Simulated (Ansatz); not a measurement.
PtAu in space group P-6m2 (No. 187; Pt on 1e, Au on 1b) at seven volumes, DFT-LDA in the program Ansatz with PAW potentials, shape and atoms relaxed at each. One row is withheld.

```tsv
V (Å³/atom)	P (GPa)
14.245	29.75
14.715	?
15.185	8.08
15.654	0.01
16.124	-6.61
16.594	-12.03
17.063	-16.42
```

Question: Fit the shown pressures and predict the withheld one.

Answer: Third-order Birch–Murnaghan: P = (3/2)B₀(x^(7/2) − x^(5/2))[1 + (3/4)(B′ − 4)(x − 1)] with x = (V₀/V)^(2/3). Least squares on the six rows gives V₀ = 15.655 Å³/atom, B₀ = 242.6 GPa, B′ = 5.56. At V = 14.715, x = 1.0421 and P = 17.84 GPa. The run itself gave 17.88 GPa.

The workflow started from a Materials Project entry (that database holds measured and hypothetical structures alike); the Crystallography Open Database copy checked does not list it. With Pt and Au taken as one species the cell has the higher symmetry P6_3/mmc, so it may be an ordered model of a mixed-site phase. Whether it is the stable phase at ambient conditions was not checked. The LDA relaxation kept the symmetry of its start; its stability against distortions is not shown here. The run is not spin-polarised. Scalar-relativistic: spin–orbit coupling is off unless named, which matters more the heavier the elements.

Potentials: the later of the program's two PAW sets.
